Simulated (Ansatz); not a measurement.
SiRh:
```cif
data_RhSi
_chemical_formula_sum 'Si1 Rh1'
_space_group_name_H-M_alt 'Pm-3m'
_space_group_IT_number 221
_space_group_name_Hall '-P 4 2 3'
_cell_length_a 2.94618
_cell_length_b 2.94618
_cell_length_c 2.94618
_cell_angle_alpha 90.000
_cell_angle_beta 90.000
_cell_angle_gamma 90.000
loop_
_atom_site_label
_atom_site_type_symbol
_atom_site_symmetry_multiplicity
_atom_site_Wyckoff_symbol
_atom_site_fract_x
_atom_site_fract_y
_atom_site_fract_z
_atom_site_occupancy
Si1 Si 1 b 0.50000 0.50000 0.50000 1
Rh1 Rh 1 a 0.00000 0.00000 0.00000 1
```

Relaxed with PBEsol.

### Question
Tabulate the valence density and the electron localisation function along the shortest Rh–Rh contact (2.95 Å), the program Ansatz at the PBEsol level (PAW).

### Answer


| distance from Rh (Å) | density (e/Å³) | ELF |
|---|---|---|
| 0.29 | 11.72 | 0.77 |
| 0.44 | 8.47 | 0.74 |
| 0.59 | 5.26 | 0.68 |
| 0.74 | 2.75 | 0.55 |
| 0.88 | 1.21 | 0.38 |
| 1.03 | 0.61 | 0.25 |
| 1.18 | 0.39 | 0.21 |
| 1.33 | 0.30 | 0.22 |
| 1.47 | 0.28 | 0.23 |
| 1.62 | 0.30 | 0.22 |
| 1.77 | 0.39 | 0.21 |
| 1.92 | 0.61 | 0.25 |
| 2.06 | 1.21 | 0.38 |
| 2.21 | 2.75 | 0.55 |
| 2.36 | 5.26 | 0.68 |
| 2.50 | 8.47 | 0.74 |
| 2.65 | 11.72 | 0.77 |

The density is the valence pseudo-density with augmentation charge, so density and ELF within about 1 Å of a nucleus are not all-electron values.

The first step of the workflow began from a Materials Project structure, measured or hypothetical; the Crystallography Open Database copy checked does not list it. COD files the formula under space group No. 14, so this cell is another polymorph or a model. Whether it is the stable phase at ambient conditions was not checked. The PBEsol relaxation kept the symmetry of its start. At this level the phase is mechanically unstable. No spin polarisation was allowed.

Potentials: the later of the program's two PAW sets.
